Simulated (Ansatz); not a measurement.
## Co₃Ge₂: computed property card

Co$_{3}$Ge$_{2}$:
```cif
data_Co3Ge2
_chemical_formula_sum 'Co3 Ge2'
_space_group_name_H-M_alt 'P 1'
_space_group_IT_number 1
_cell_length_a 3.87407
_cell_length_b 3.87407
_cell_length_c 4.79412
_cell_angle_alpha 90.000
_cell_angle_beta 90.000
_cell_angle_gamma 120.000
loop_
_space_group_symop_operation_xyz
  'x, y, z'
loop_
_atom_site_label
_atom_site_type_symbol
_atom_site_fract_x
_atom_site_fract_y
_atom_site_fract_z
_atom_site_occupancy
Co1 Co 0.66667 0.33333 0.24219 1
Co2 Co 0.66667 0.33333 0.75781 1
Co3 Co 0.00000 0.00000 0.50000 1
Ge1 Ge 0.00000 0.00000 0.00000 1
Ge2 Ge 0.33333 0.66667 0.50000 1
```
The run is spin-polarised; directions of the spins, atom by atom: ↑ ↑ ↑ 0 0.

Space group P-6m2 (No. 187); conventional cell a = b = 3.8741 Å, c = 4.7941 Å, α = β = 90.00°, γ = 120.00°.

Method: PBEsol (plane waves, PAW; program Ansatz). The cell and atoms are relaxed at this level. Other levels are named where they apply.

### Cell and energy

* **Volume per atom**: 12.46 Å³
* **Density**: 8.58 g/cm³
* **Formation energy from the elements (no fitted shifts)**: -0.16 eV/atom

### Electronic structure

Electronic character: metallic (no gap)
Density of states at the Fermi level: 0.68 states/eV per atom (mean over ±0.08 eV)

### Magnetism

Magnetic order: ferromagnetic
Net moment: 0.38 μB per atom

### Mechanics

- Bulk modulus (Birch–Murnaghan fit) = 189 GPa
- Pressure derivative B′ = 4.7

The workflow started from a Materials Project entry (that database holds measured and hypothetical structures alike); the Crystallography Open Database copy checked does not list it. Its standing as an ambient phase is unchecked. The cell was relaxed with PBEsol under the symmetry of its start; its stability against distortions is not shown here. The final state is ferromagnetic, chosen from 4 collinear starts compared on coarse meshes (ties went to the first, and starts can fall back to one state), not a proven ground state. Point labels and valley counts follow the cell and symmetry of the run, lower than the named group. The references are the lowest solids computed at this level, not always the standard phases. Spin–orbit coupling is left out wherever it is not named.

Potentials: the later of the program's two PAW sets.
